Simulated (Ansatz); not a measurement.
TiN (rock salt)

```
CELL_PARAMETERS angstrom
      0.00000     2.12337     2.12337
      2.12337     0.00000     2.12337
      2.12337     2.12337     0.00000
ATOMIC_POSITIONS crystal
  N  0.00000 0.00000 0.00000
  Ti 0.50000 0.50000 0.50000
```

The slice is a {110} plane (indices of the conventional cell) through the point (0.500, 0.500, 0.500) (fractional), spanned by u = [100] and v = [1 -1 -1] in vectors of this cell: u (3.00 Å) and v (4.25 Å, at 90° to u). It covers one period; positions are fractions (u, v).

All values below come from PBE (plane waves to 420 eV, PAW, scalar-relativistic; Ansatz, a program for electronic structure). k mesh 19×19×19. These are valence fields of a PAW run, semicore shells included where kept as valence: close to a nucleus they are smooth pseudo fields. The PAW data are Ansatz's earlier set. TiN is run without spin polarisation. TiN was relaxed with its symmetry unable to fall.

Three fields on this plane, each scaled to ten steps between its own extremes (0 low, 9 high; the total valence density on a logarithmic scale, the potential cut 8 eV below its top; x marks points blanked near nuclei; v = 0 in the bottom row):

Map A
```
|xxxxxxx8532223358xxxxxx|
|xxxxxxx7432222347xxxxxx|
|xxxxxxx6422222246xxxxxx|
|xxxxxx753211112357xxxxx|
|xxxxx85321100112358xxxx|
|xxxx8642100000012468xxx|
|99876432100000012346789|
|88875432100000012345788|
|99987543110000113457899|
|xxxx8754210000124578xxx|
|xxxxx97532100123579xxxx|
|xxxxxx864321123468xxxxx|
|xxxxxxx7542222457xxxxxx|
|xxxxxxx8643223468xxxxxx|
|xxxxxxx9653223569xxxxxx|
|xxxxxxx9753223579xxxxxx|
|xxxxxxx9653223569xxxxxx|
|xxxxxxx8643223468xxxxxx|
|xxxxxxx7542222457xxxxxx|
|xxxxxx864321123468xxxxx|
|xxxxx97532100123579xxxx|
|xxxx8754210000124578xxx|
|99987543110000113457899|
|88875432100000012345788|
|99876432100000012346789|
|xxxx8642100000012468xxx|
|xxxxx85321100112358xxxx|
|xxxxxx753211112357xxxxx|
|xxxxxxx6422222246xxxxxx|
|xxxxxxx7432222347xxxxxx|
|xxxxxxx8533222358xxxxxx|
|xxxxxxx9533223359xxxxxx|
```

Map B
```
|xxxxxxx1000110001xxxxxx|
|xxxxxxx1000110001xxxxxx|
|xxxxxxx0000110000xxxxxx|
|xxxxxx100001100001xxxxx|
|xxxxx10000011000001xxxx|
|xxxx1000000110000001xxx|
|11000000000000000000001|
|11111111110000111111111|
|66555432211001122345556|
|xxxx8764321111234678xxx|
|xxxxx98642111124689xxxx|
|xxxxxx975311113579xxxxx|
|xxxxxxx8632112368xxxxxx|
|xxxxxxx9642112469xxxxxx|
|xxxxxxx9742112479xxxxxx|
|xxxxxxx9742112479xxxxxx|
|xxxxxxx9742112479xxxxxx|
|xxxxxxx9642112469xxxxxx|
|xxxxxxx8632112368xxxxxx|
|xxxxxx975311113579xxxxx|
|xxxxx98642111124689xxxx|
|xxxx8764321111234678xxx|
|66555432211001122345556|
|11111111110000111111111|
|11000000000000000000001|
|xxxx1000000110000001xxx|
|xxxxx10000011000001xxxx|
|xxxxxx100001100001xxxxx|
|xxxxxxx0000110000xxxxxx|
|xxxxxxx1000110001xxxxxx|
|xxxxxxx1000110001xxxxxx|
|xxxxxxx1000110001xxxxxx|
```

Map C
```
|xxxxxxx0046776400xxxxxx|
|xxxxxxx0046876400xxxxxx|
|xxxxxxx0257887520xxxxxx|
|xxxxxx003688886300xxxxx|
|xxxxx00257899875200xxxx|
|xxxx0024689999864200xxx|
|00000356899999986530000|
|00124578899999988754210|
|33456789999999999876543|
|xxxx6899999999999887xxx|
|xxxxx78999999999987xxxx|
|xxxxxx899998899998xxxxx|
|xxxxxxx8888888888xxxxxx|
|xxxxxxx7888888887xxxxxx|
|xxxxxxx7888778887xxxxxx|
|xxxxxxx7787777877xxxxxx|
|xxxxxxx7888778887xxxxxx|
|xxxxxxx7888888887xxxxxx|
|xxxxxxx8888888888xxxxxx|
|xxxxxx899998899998xxxxx|
|xxxxx78999999999987xxxx|
|xxxx7889999999999986xxx|
|33456789999999999876543|
|00124578899999988754210|
|00000356899999986530000|
|xxxx0024689999864200xxx|
|xxxxx00257899875200xxxx|
|xxxxxx003688886300xxxxx|
|xxxxxxx0257887520xxxxxx|
|xxxxxxx0046786400xxxxxx|
|xxxxxxx0046776400xxxxxx|
|xxxxxxx0046776400xxxxxx|
```

### Question
Assign the maps to these fields: electron localisation function (ELF); valence electron density; electrostatic potential energy of an electron, from the cell's mean.

### Answer
A is the valence electron density; B is the electron localisation function (ELF); C is the electrostatic potential energy of an electron, from the cell's mean.
